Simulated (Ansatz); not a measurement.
BaGa$_{2}$H$_{2}$ squeezed and stretched

A database entry relaxed whole under r2SCAN (P-3m1):

```
CELL_PARAMETERS angstrom
4.51365 0.00000 0.00000
-2.25683 3.90894 0.00000
0.00000 0.00000 4.95828
ATOMIC_POSITIONS crystal
Ba 0.00000 0.00000 0.00000
Ga 0.33333 0.66667 0.46797
Ga 0.66667 0.33333 0.53203
H 0.33333 0.66667 0.13081
H 0.66667 0.33333 0.86919
```

The cell was scaled uniformly, its shape held, and the atoms relaxed at each volume with plane-wave PAW DFT (Ansatz 0.2.0; r2SCAN, 500 eV, 9×9×7 Γ-centred mesh, fermi-dirac occupations of width 0.100 eV; no spin, no spin-orbit coupling). One row is withheld.

```tsv
volume (Å³/atom)	energy over the lowest (meV/atom)	pressure (GPa)
16.447	10.8	3.44
16.797	4.6	2.18
17.146	1.1	1.04
17.496	0.0	0.03
17.846	?	?
18.196	3.8	-1.69
18.546	8.3	-2.41
```

Task: Fit the pressures of the other rows to the third-order Birch-Murnaghan form.

Result: With f = [(V₀/V)^(2/3) − 1]/2 and P = 3B₀f(1 + 2f)^(5/2)[1 + 3(B₀′ − 4)f/2], least squares gives V₀ = 17.51 Å³ an atom, B₀ = 47.8 GPa and B₀′ = 4.6; the rows miss the fit by less than 0.01 GPa. The slope of the energies differs from these pressures by less than 0.05 GPa.

Task: What does the withheld row hold?

Result: The fit gives -0.88 GPa at 17.846 Å³; the run gave -0.88 GPa and 1.0 meV an atom.

Caveats: the shape of the cell was held, so B₀ is an upper bound where the axes differ in stiffness; 0 K, fixed nuclei; the symmetry was kept, and this need not be the phase that is stable at 0 K; one mesh for all volumes; pressure is positive in compression.
